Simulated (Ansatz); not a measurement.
Structure optimisation: palladium, diamond

Theory: DFT, LDA (PW92), plane waves (420 eV) with PAW, scalar-relativistic in Ansatz. (PAW data from PBE, frozen cores regenerated.)

k-point mesh 10×10×10, Fermi-Dirac smearing 0.05 eV, starting moments 0.50 ×2 μB. Cell and atoms relax.

Starting structure:

```yaml
crystal:
  lattice:
    - [0.0, 2.7082278367, 2.7082278367]
    - [2.7082278367, 0.0, 2.7082278367]
    - [2.7082278367, 2.7082278367, 0.0]
  atoms:
    - { symbol: Pd, position: [0.125, 0.125, 0.125], spin: 0.5 }
    - { symbol: Pd, position: [0.875, 0.875, 0.875], spin: 0.5 }
hamiltonian:
  xc: lda
  pseudopotentials:
    kind: paw
    azcp:
      Pd: "pseudopotentials/Pd.paw.azcp"
basis:
  ecutwfc: 420
  fft_grid_basis: typed
kpoints:
  mp_grid: { grid: [10, 10, 10], shift: [0, 0, 0] }
magnetization:
  spin_polarized: true
scf:
  occupations: { method: fermi_dirac, width: 0.05 }
relax:
  max_steps: 60
  f_tol: 0.01
  cell: {}
output:
  write_density: true
  write_potential: true
  elf: true
  volumetric_format: npy
```

Task: What cell does the relaxation end in?

Result: Fd-3m (spin ignored) with a = 5.618 Å; 22.16 Å³ per atom against 19.86 at the start (11.6 %).

Task: How much energy does the relaxation gain?

Result: 92.0 meV per atom.

Path of the relaxation (the plane waves are chosen anew near the end, which can shift the energy a little):

```csv
step,E − E(final) (meV/atom),V (Å³/atom),P (GPa),max force (eV/Å)
0,92.02,19.863,14.28,0.000
1,0.63,22.188,-0.14,0.000
2,0.61,22.162,-0.03,0.000
3,0.00,22.162,0.04,0.000
```

Task: Which magnetic state does it end in?

Result: ferromagnetic, net 0.43 μB per atom; moments 0.41 ×2 μB.
